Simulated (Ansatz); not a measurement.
Y₃Mg: how the energy converges with the cutoff

Y₃Mg, P1, a = 4.972 Å, b = 4.957 Å, c = 4.939 Å, α, β, γ = 90.2°, 89.9°, 88.2°. Ansatz: PBEsol, PAW, cutoff varied, Γ-centred 6×6×6 mesh on 4 atoms, Gaussian smearing 0.10 eV; no spin polarisation. Single points at one geometry with displaced atoms, the cutoff alone changed; ΔE is the energy at zero smearing over the run at 600 eV (runs within 0.3 meV/atom of it are left out). The runs up to 350 eV lie under the cutoff recommended for these PAW datasets.

| cutoff (eV) | ΔE (meV/atom) |
| --- | --- |
| 200 | 946.68 |
| 250 | 113.31 |
| 300 | ? |
| 350 | 0.62 |

Q: Assume ΔE falls exponentially with the cutoff, fit y = ln ΔE against x, the cutoff in eV, to the other rows, and predict the missing value.

A: y = 6.853, 4.730, -0.478. Means x = 266.7, y = 3.7017; Σ(Δx)² = 11667, ΣΔxΔy = -575.5; the slope is their ratio. y = 16.86 − 0.04933 x, a factor of ten per 47 eV. At 300 eV this gives ΔE = 7.85 meV/atom. The run gave 9.95, a ratio of 0.79. Between neighbouring rows the decay runs from a factor of ten per 41 eV to one per 54 eV, so one exponential is only a rough guide.